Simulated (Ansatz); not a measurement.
TaW in space group Cmcm (No. 63; Ta on 4c, W on 4c) under volume change, the program Ansatz at the PBEsol level (PAW), shape and atoms relaxed at each volume.

```tsv
V (Å³/atom)	E − E(relaxed) (meV/atom)	P (GPa)
15.443	122.4	27.78
15.952	51.5	17.08
16.461	12.2	7.89
16.970	0.0	0.00
17.479	11.0	-6.77
17.988	42.0	-12.58
18.497	90.1	-17.57
```

Problem. What does a third-order Birch–Murnaghan fit give for V₀, B₀ and B′?

Solution. V₀ = 16.97 Å³/atom, B₀ = 243 GPa, B′ = 4.1.

The start of the workflow was typed in or built on a structure type; neither database checked (COD, Materials Project) lists it. Whether it is the stable phase at ambient conditions was not checked. Symmetry was held in the PBEsol relaxation; its stability against distortions is not shown here. No spin polarisation was allowed. Its formation energy is positive at this level, so the cell may be metastable or incomplete. Scalar-relativistic: spin–orbit coupling is off unless named, which matters more the heavier the elements.

Potentials: the earlier of the program's two PAW sets. The files were generated under PBE; for other functionals the program regenerates the frozen cores, and for LDA and PBEsol the local potential too.
